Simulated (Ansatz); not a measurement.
## YS: moving Y off its site

YS, Fm-3m, a = 5.487 Å (as given, not relaxed at this level: 2.2 GPa). The structure is a COD entry; whether it is the stable form wasn't checked. Ansatz: r2SCAN, PAW, 500 eV, Γ-centred 16×16×16 mesh on 2 atoms, Gaussian smearing 0.15 eV; no spin polarisation.

```yaml
crystal:
  lattice:
    - [0.00000, 2.74365, 2.74365]
    - [2.74365, 0.00000, 2.74365]
    - [2.74365, 2.74365, 0.00000]
  atoms:
    - { symbol: Y, position: [0.50000, 0.50000, 0.50000] }
    - { symbol: S, position: [0.00000, 0.00000, 0.00000] }
```

Atom 1 (Y) moves by x along the unit vector (0.000, 0.000, -1.000), with its periodic images; all else is held. y is the free energy of the cell over the start, F the force along the path summed over the moved atoms. Symmetry makes y even in x.

```
  x (Å) y (meV) F (eV/Å)
-0.3000    386.0      2.79
-0.1500     90.8      1.23
 0.0000      0.0      0.00
 0.0375      5.6     -0.30
 0.0750     22.4     -0.60
 0.1125     50.6     -0.91
 0.1875    143.4     -1.58
 0.2250    209.5     -1.95
 0.2625        ?         ?
```

Question: Fit y = c2 x² + c4 x⁴ to the energies of the other rows, give the force constant, and predict energy and force of the missing row.

Answer: Least squares on the rows shown. y = 3946.9 x² + 3797.9 x⁴. The force constant is 2 c2 = 7.89 eV/Å², for the cell as given, at 2.2 GPa (for all images moving together, not for a lone atom). With two atoms in a cubic cell this is the optical mode at Γ (in a metal it hangs on mesh and smearing): ω = 521.5 √(2 c2/μ) = 302 cm⁻¹ for μ = 23.56 u. The force −dy/dx at the missing row is -2.35 eV/Å (computed -2.35). At x = 0.2625 the fit asked for gives 290.0 meV. The run gave 289.9 meV, so the fit is 0.1 meV too high, within twice the rms miss on the fitted rows (0.05 meV).

The cell has an odd number of electrons and ran without spin polarisation, so a magnetic or disproportionated state may lie lower.